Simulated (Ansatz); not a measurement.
# Relaxing RhTe in the rocksalt structure

Computed with Ansatz (plane waves, PAW, 420 eV cutoff): PBEsol, scalar-relativistic, no spin polarisation, 10×10×10 k-mesh, Gaussian smearing of 0.05 eV; PAW files: Ansatz's generated set soft_2.

This is a trial structure; measured cells of the compound in the Crystallography Open Database are in space group P63/mmc.

The first cell:

```
Rh Te
1.0
     0.00000    2.83500    2.83500
     2.83500    0.00000    2.83500
     2.83500    2.83500    0.00000
Rh Te
1 1
Direct
  0.50000 0.50000 0.50000
  0.00000 0.00000 0.00000
```

The first steps of the search for zero pressure:

```tsv
run	level	k-mesh	kind	V (Å³/atom)	P (GPa)	gap on the mesh (eV)
1	PBEsol	10×10×10	fixed cell	22.79	-14.1	metal
2	PBEsol	10×10×10	fixed cell	20.64	-6.2	metal
```

(1) At which volume does PBEsol reach zero pressure?

Answer:

(1) 19.61 Å³/atom, about 14.0 % under the start.

The steps that followed:

```tsv
run	level	k-mesh	kind	V (Å³/atom)	P (GPa)	E − E(final) (meV/atom)	gap on the mesh (eV)
3	PBEsol	10×10×10	fixed cell	19.52	0.6	0.1	metal
4	PBEsol	10×10×10	fixed cell	19.61	0.0	0.0	metal
```

The final structure (symmetry read at 0.01 Å). It takes space group Fm-3m (No. 225, cubic). The conventional cell has a = 5.393 Å, b = 5.393 Å, c = 5.393 Å, α = 90.00°, β = 90.00°, γ = 90.00°. Rh (site symmetry m-3m) has 6 Te at 2.70 Å as nearest neighbours. Te (site symmetry m-3m) has 6 Rh at 2.70 Å as nearest neighbours. (Neighbours are counted to 15 % beyond the shortest distance.)

- At the final geometry the gap, band path included, is zero (metallic).
- The equation of state gives B0 = 138 GPa and B0′ = 5.1.
- Against the elements' standard states, run alike and uncorrected, the formation energy is -0.06 eV/atom.

**What lies behind the numbers.**

The calculation's cell holds 33 valence electrons, an odd number. Without magnetic order each band takes two, so one stays part-filled and the crystal must be a metal. (Only strong correlation, outside this picture, could make a Mott insulator of it.)

Spin–orbit coupling, which matters for such heavy elements, is left out. Spin polarisation wasn't tried.
